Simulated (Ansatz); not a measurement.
Relaxed-ion elastic tensor of BiB (zinc blende, F-43m) in GPa (Voigt order), plane-wave PAW PBE (Ansatz code); density 8.67 g/cm³, 21.04 Å³ per atom.

```
 135  42.9  42.9   0.0   0.0   0.0
42.9   135  42.9   0.0   0.0   0.0
42.9  42.9   135   0.0   0.0   0.0
 0.0   0.0   0.0  74.0   0.0   0.0
 0.0   0.0   0.0   0.0  74.0   0.0
 0.0   0.0   0.0   0.0   0.0  74.0
```

### Question
Is the crystal mechanically stable?

### Answer
Yes: the smallest eigenvalue of C is 74.0 GPa.

### Question
Work out the Voigt, Reuss and Hill averages.

### Answer
K_V = 73.5, K_R = 73.5, K_H = 73.5; G_V = 62.7, G_R = 59.3, G_H = 61.0 GPa.

### Question
Give Young's modulus, Poisson's ratio, Pugh's ratio and the universal anisotropy index.

### Answer
E = 9KG/(3K + G) = 143 GPa; ν = 0.17; K/G = 1.20 (brittle by the Pugh limit of 1.75); A_U = 5G_V/G_R + K_V/K_R − 6 = 0.28.

### Question
Estimate the sound speeds and the Debye temperature.

### Answer
v_l = √((K + 4G/3)/ρ) = 4230 m/s, v_t = √(G/ρ) = 2650 m/s, mean 2920 m/s; Θ = (h/k)(3n/4πV)^(1/3) v_m = 315 K.

### Question
Give the Zener ratio and Young's modulus along [100], [110] and [111].

### Answer
A = 2C44/(C11 − C12) = 1.62; 1/E = S11 − 2(S11 − S12 − S44/2)Γ with Γ = 0, 1/4, 1/3 gives 114, 149, 166 GPa.

### Question
Solve the Christoffel equation for the three sound speeds along [100], [110], [111].

### Answer
Eigenvalues of C_ijkl n_j n_l equal ρv². In km/s, slowest first: [100] 2.92, 2.92, 3.94; [110] 2.30, 2.92, 4.33; [111] 2.52, 2.52, 4.45.

A made-up cell: these elements were put on the sites of a structure type; neither database checked (COD, Materials Project) lists it. Whether it is the stable phase at ambient conditions was not checked. The cell was relaxed with PBE under the symmetry of its start; of distortions, only those at the zone centre were tested. Scalar-relativistic: spin–orbit coupling is off unless named, which matters more the heavier the elements.

Potentials: the later of the program's two PAW sets.
